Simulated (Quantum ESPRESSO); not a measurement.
```
GaAlN2
1.0
    3.04868     0.00000     0.00000
    0.00000     3.04868     0.00000
    0.00000     0.00000     4.29118
N Al Ga
2 1 1
Direct
  0.50000   0.00000   0.73941
  0.00000   0.50000   0.26059
  0.50000   0.50000   0.50000
  0.00000   0.00000   0.00000
```

The PBEsol cell relaxed from Materials Project entry mp-1008556 was given an isotropic strain of -3 % on all lattice vectors, and the atoms were relaxed again.

**Question.** What does norm-conserving PBEsol (Quantum ESPRESSO, 84 Ry, without SOC) give for the electronic structure near the Fermi level?

**Answer.** The PBEsol gap is indirect, 3.25 eV, from Γ to M; the smallest direct gap is 3.48 eV. Spin-orbit splittings are left out.

The structure is a Materials Project entry; no match was found in the copy of COD used, and its stability was not checked.
